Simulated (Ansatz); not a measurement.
Values for one crystal, relaxed and computed with PBE in the plane-wave PAW code Ansatz; other levels are named.

```yaml
volume_per_atom: 27.12 Å³
band_gap: 0.49 eV (direct)
Bulk modulus (Birch–Murnaghan fit): 52.8 GPa
Gap with spin–orbit coupling: none (metallic)
hole_effective_mass: 0.13, 0.13, 0.19 mₑ (principal values)
electron_effective_mass: 0.16 mₑ (isotropic)
conduction_band_minimum: at L (4 equivalent valleys)
```

### Question
Which of these materials gives this?
A) Li2S, anti-fluorite
B) PbF2, fluorite
C) PbS, rock salt
D) TePb, rock salt

### Answer
C, PbS, rock salt

Space group Fm-3m (rock salt). The PBE relaxation kept the symmetry of its start. Scalar-relativistic: spin–orbit coupling is off unless named, which matters more the heavier the elements.

Potentials: the later of the program's two PAW sets.
